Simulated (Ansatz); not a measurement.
NbP:
```yaml
crystal:
  lattice:
    - [-1.66022, 1.66022, 5.64421]
    - [1.66022, -1.66022, 5.64421]
    - [1.66022, 1.66022, -5.64421]
  atoms:
    - { symbol: Nb, position: [0.00019, 0.00019, 0.00000] }
    - { symbol: Nb, position: [0.75019, 0.25019, 0.50000] }
    - { symbol: P, position: [0.58244, 0.58244, 0.00000] }
    - { symbol: P, position: [0.33244, 0.83244, 0.50000] }
```

Relaxed with PBEsol. Special points in fractions of this cell's reciprocal vectors: Γ (0.000, 0.000, 0.000); X (0.000, 0.000, 0.500); P (0.250, 0.250, 0.250); N (0.000, 0.500, 0.000); M (0.500, 0.500, -0.500); S (0.272, 0.728, -0.272); S0 (-0.272, 0.272, 0.272); R (-0.043, 0.043, 0.500); G (0.500, 0.500, -0.043).

Q: List the band energies nearest the Fermi level at these points for the program Ansatz at the PBEsol level (PAW).

A: In eV from the Fermi level; about four levels below and three above (degenerate sets whole), none deeper than 8.9 eV; points with the same levels are listed once.

```tsv
k	below	above
Γ	-2.23 -1.76 -1.36 -1.36	0.82 1.66 2.80
X	-2.85 -2.85 -0.45 -0.45	3.09 3.09 3.22 3.22
P	-2.90 -2.90 -0.43 -0.43	3.11 3.11 3.20 3.20
N	-2.39 -1.86 -1.57 -0.06	0.05 1.36 2.58
M	-2.78 -2.78 -0.49 -0.49	1.21 1.21 2.44 2.44
S	-2.36 -2.24 -1.49 -0.19	0.20 1.72 2.50
R	-2.82 -2.82 -0.50 -0.50	2.88 2.88 3.28 3.28
```

Space group I4_1md. Symmetry was held in the PBEsol relaxation; of distortions, only those at the zone centre were tested. The run is not spin-polarised. A small band overlap can be real or an error of a semilocal functional. The Fermi level of a semimetal is unsure by some 0.05 eV on such meshes. Scalar-relativistic: spin–orbit coupling is off unless named, which matters more the heavier the elements.

Potentials: the earlier of the program's two PAW sets.
